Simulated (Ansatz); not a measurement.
SiW$_{2}$:
```yaml
crystal:
  lattice:
    - [3.69287, 0.00000, 0.00000]
    - [0.00000, 3.69287, 0.00000]
    - [0.00000, 0.00000, 6.75582]
  atoms:
    - { symbol: W, position: [0.00000, 0.00000, 0.00000] }
    - { symbol: W, position: [0.50000, 0.50000, 0.00000] }
    - { symbol: W, position: [0.50000, 0.00000, 0.34098] }
    - { symbol: W, position: [0.00000, 0.50000, 0.65902] }
    - { symbol: Si, position: [0.50000, 0.00000, 0.71432] }
    - { symbol: Si, position: [0.00000, 0.50000, 0.28568] }
```

Relaxed with PBE. Special points in fractions of this cell's reciprocal vectors: Γ (0.000, 0.000, 0.000); X (0.000, 0.500, 0.000); M (0.500, 0.500, 0.000); Z (0.000, 0.000, 0.500); R (0.000, 0.500, 0.500); A (0.500, 0.500, 0.500).

Problem. List the band energies nearest the Fermi level at these points for DFT-PBE in the program Ansatz with PAW potentials.

Solution. In eV from the Fermi level; about four levels below and three above (degenerate sets whole), none deeper than 8.9 eV; points with the same levels are listed once.

```
k                    below                above
-  -----------------------  -------------------
Γ  -0.64 -0.64 -0.15 -0.08       1.91 2.30 2.30
X  -1.77 -1.77 -0.19 -0.19  0.36 0.36 0.94 0.94
M  -2.63 -2.63 -1.38 -1.38  0.22 0.22 0.47 0.47
Z  -1.12 -1.00 -1.00 -0.15       0.14 1.03 1.03
R  -1.35 -1.35 -0.54 -0.54  0.22 0.22 0.96 0.96
A  -3.08 -3.08 -2.63 -2.63  0.39 0.39 0.74 0.74
```

Space group P4/nmm. The cell is a constructed one: a structure type filled with these elements; neither database checked (COD, Materials Project) lists it. Its standing as an ambient phase is unchecked. Symmetry was held in the PBE relaxation; its stability against distortions is not shown here. The run is not spin-polarised. Spin–orbit coupling is left out wherever it is not named.

Potentials: the later of the program's two PAW sets.
